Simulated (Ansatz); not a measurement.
Input:

InPt$_{3}$C:
```cif
data_CInPt3
_chemical_formula_sum 'In1 Pt3 C1'
_space_group_name_H-M_alt 'P 1'
_space_group_IT_number 1
_cell_length_a 4.19763
_cell_length_b 4.19763
_cell_length_c 4.19763
_cell_angle_alpha 90.000
_cell_angle_beta 90.000
_cell_angle_gamma 90.000
loop_
_space_group_symop_operation_xyz
  'x, y, z'
loop_
_atom_site_label
_atom_site_type_symbol
_atom_site_fract_x
_atom_site_fract_y
_atom_site_fract_z
_atom_site_occupancy
In1 In 0.00000 0.00000 0.00000 1
Pt1 Pt 0.00000 0.50000 0.50000 1
Pt2 Pt 0.50000 0.00000 0.50000 1
Pt3 Pt 0.50000 0.50000 0.00000 1
C1 C 0.50000 0.50000 0.50000 1
```

This is the PBEsol-relaxed structure.

**Question.** All from PBEsol (plane waves, PAW; program Ansatz), unless another level is named. Estimate the electronic character.

**Answer.** metallic (no gap).

**Question.** Next, the density of states at the Fermi level?

**Answer.** 0.59 states/eV per atom (mean over ±0.08 eV).

**Question.** What about the formation energy from the elements (no fitted shifts)?

**Answer.** 0.23 eV/atom.

**Question.** Predict the gap with spin–orbit coupling.

**Answer.** none (metallic).

Space group Pm-3m (anti-perovskite). The start of the workflow was typed in or built on a structure type; neither database checked (COD, Materials Project) lists it. Whether it is the stable phase at ambient conditions was not checked. The cell was relaxed with PBEsol under the symmetry of its start. At this level the phase is dynamically unstable (imaginary phonons). The run is not spin-polarised. Its formation energy is positive at this level, so the cell may be metastable or incomplete. The references are the lowest solids computed at this level, not always the standard phases. Spin–orbit coupling is left out wherever it is not named.

Potentials: the later of the program's two PAW sets.
